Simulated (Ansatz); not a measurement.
Relaxed-ion elastic tensor of ScOF in space group P2_1/c (No. 14; Sc on 4e, O on 4e, F on 4e) in GPa (Voigt order), PBEsol in the plane-wave PAW code Ansatz; density 3.92 g/cm³, 11.30 Å³ per atom.

```
  233    103   92.3    0.0   35.4    0.0
  103    299   91.1    0.0   -4.4    0.0
 92.3   91.1    281    0.0  -16.3    0.0
  0.0    0.0    0.0   65.3    0.0   -7.1
 35.4   -4.4  -16.3    0.0   50.3    0.0
  0.0    0.0    0.0   -7.1    0.0   68.0
```

Task: Is the crystal mechanically stable?

Result: Yes: the smallest eigenvalue of C is 37.2 GPa.

Task: Work out the Voigt, Reuss and Hill averages.

Result: K_V = 154, K_R = 151, K_H = 152; G_V = 71.9, G_R = 61.3, G_H = 66.6 GPa.

Task: Give Young's modulus, Poisson's ratio, Pugh's ratio and the universal anisotropy index.

Result: E = 9KG/(3K + G) = 174 GPa; ν = 0.31; K/G = 2.29 (ductile by the Pugh limit of 1.75); A_U = 5G_V/G_R + K_V/K_R − 6 = 0.88.

Task: Estimate the sound speeds and the Debye temperature.

Result: v_l = √((K + 4G/3)/ρ) = 7850 m/s, v_t = √(G/ρ) = 4120 m/s, mean 4610 m/s; Θ = (h/k)(3n/4πV)^(1/3) v_m = 612 K.

Task: Solve the Christoffel equation for the three sound speeds along x, y, z.

Result: Eigenvalues of C_ijkl n_j n_l equal ρv². In km/s, slowest first: x 3.34, 4.17, 7.82; y 3.90, 4.34, 8.74; z 3.54, 4.08, 8.50.

Task: How much does each axis shrink under pressure?

Result: Linear compressibilities β_i = Σ_j S_ij (j = 1 to 3): x 3.0, y 1.7, z 2.0 per TPa.

The first step of the workflow began from a Materials Project structure, measured or hypothetical; the Crystallography Open Database copy checked does not list it. Its standing as an ambient phase is unchecked. The PBEsol relaxation kept the symmetry of its start; of distortions, only those at the zone centre were tested. The run is not spin-polarised.

Potentials: the later of the program's two PAW sets.
